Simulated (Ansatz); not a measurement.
WS2:
Space group P6₃/mmc (No. 194); a = 3.1717 Å, b = 3.1717 Å, c = 12.5516 Å, α = 90.00°, β = 90.00°, γ = 120.00°

```
atom  site  symmetry       x       y       z
----  ----  --------  ------  ------  ------
W       2c      -6m2  0.3333  0.6667  0.2500
S       4f       3m.  0.6667  0.3333  0.1257
```

Relaxed at zero pressure with plane-wave PAW r²SCAN+D4 (Ansatz code).

Problem. The volume is raised by 3 % and shape and atoms relax at that volume. What pressure results, and how do the axes share the change?

Solution. -0.9 GPa; a 0.2 %, b 0.2 %, c 2.5 %; the energy rises by 2 meV/atom.

Problem. Give the new structure.

Solution. 
Space group P6₃/mmc (No. 194); a = 3.1794 Å, b = 3.1794 Å, c = 12.8653 Å, α = 90.00°, β = 90.00°, γ = 120.00°

```json
[
 {"atom": "W", "site": "2c", "symmetry": "-6m2", "x": "0.3333", "y": "0.6667", "z": "0.2500"},
 {"atom": "S", "site": "4f", "symmetry": "3m.", "x": "0.6667", "y": "0.3333", "z": "0.1288"}
]
```

The phase is kept; no other phase was compared at this pressure.

Space group P6_3/mmc. Symmetry was held in the r²SCAN+D4 relaxation. No spin polarisation was allowed. Spin–orbit coupling is left out wherever it is not named.

Potentials: the later of the program's two PAW sets.
